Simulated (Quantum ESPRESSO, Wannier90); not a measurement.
# Tight-binding from DFT: Mg2Si (Fm-3m)

```
begin unit_cell_cart
ang
    0.0000000000    3.1698200000    3.1698200000
    3.1698200000    0.0000000000    3.1698200000
    3.1698200000    3.1698200000    0.0000000000
end unit_cell_cart
begin atoms_frac
Mg   0.2500000000  0.2500000000  0.2500000000
Mg  -0.2500000000 -0.2500000000 -0.2500000000
Si   0.0000000000  0.0000000000  0.0000000000
end atoms_frac
```

Structure: Materials Project mp-1367, symmetrised, not relaxed again. COD (Crystallography Open Database) has an entry of this formula and space group (matched by these alone). Computed values, not measurements, from PBEsol: Quantum ESPRESSO (norm-conserving PseudoDojo potentials, cutoff 68 Ry, no spin polarisation, no spin-orbit coupling) on a Γ-centred 8×8×8 mesh, then Wannier90. Density: 8×8×8 mesh, cold smearing 0.01 Ry. The gap is small at this level and was sampled on the meshes and a path alone.

Functional, cutoff and mesh named above are those of the base row (PBEsol); the first column says what each row takes instead. Model: 12 functions from bands 9-29, start hydrogen-like Mg: s;p; Si: s;p, disentangled but not localised (num_iter = 0), frozen window tied to the conduction edge or Fermi level of each row, as listed, which moves Ω_I and hoppings a little by itself. Energies are relative to the valence-band maximum; the misfit is to pw.x on a path, for states up to 1.1 eV relative to the valence-band maximum. The functional changes, each with its own PseudoDojo files and their cutoffs, on the same cell. The disentangled Ω_I can sit in another minimum from row to row.

| functional | frozen to (eV) | Ω_I (Å²) | rms misfit (meV) | gap (eV) | bottom of band 9 (eV) | on-site Mg1 pz minus Mg1 s (eV) | hopping modulus Mg1 px – Mg2 px, R = 1 0 0 (eV) | hopping modulus Mg1 px – Mg2 s, R = 1 0 0 (eV) | hopping modulus Si3 s – Mg2 s, R = 0 0 0 (eV) |
|---|---|---|---|---|---|---|---|---|---|
| LDA | 1.66 | 20.87 | 8.2 | 0.16 | -9.16 | 3.89 | 1.896 | 1.155 | 0.900 |
| PBE | 1.70 | 21.33 | 7.6 | 0.20 | -9.14 | 3.82 | 1.901 | 1.165 | 0.911 |
| PBEsol | 1.62 | 21.17 | 8.1 | 0.12 | -9.15 | 3.81 | 1.901 | 1.169 | 0.909 |
